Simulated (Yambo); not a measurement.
Yambo run on GaSb (zinc blende, space group F-43m, No. 216). The wavefunctions are PBE (stringent potentials; Quantum ESPRESSO, PseudoDojo norm-conserving, 114 Ry, scalar-relativistic) ones on a 4×4×4 mesh (22 occupied bands); a = b = c = 4.3232 Å, α = β = γ = 60.00°.

Yambo input:

```
rim_cut
HF_and_locXC
RandQpts= 1000000
RandGvec= 1 Ry
EXXRLvcs= 114 Ry
VXCRLvcs= 456 Ry
% QPkrange
 1 | 1 | 22 | 23 |
 3 | 3 | 22 | 23 |
 7 | 7 | 22 | 23 |
 8 | 8 | 22 | 23 |
%
```

k points by index: 1 = Γ, 3 = L, 7 = X, 8 = W.

The o-*.hf file then holds:

```
#    K-point    Band    Eo [eV]    Ehf [eV]    Vxc [eV]    Vnlxc [eV]
#
    1    22    0.000000    -1.245908    -13.18388    -14.42978
    1    23    0.055037    3.982967    -14.58796    -10.66003
    3    22    -1.153265    -2.847684    -12.41286    -14.10728
    3    23    0.416459    3.992653    -12.06348    -8.487283
    7    22    -2.573562    -4.870141    -11.48515    -13.78173
    7    23    0.916016    4.338525    -10.36915    -6.946638
    8    22    -3.127868    -5.461804    -10.75226    -13.08620
    8    23    3.700866    8.295019    -12.47886    -7.884713
```
Exchange alone, without screening.

Spin-orbit coupling is not included.

Geometry relaxed with PBEsol.
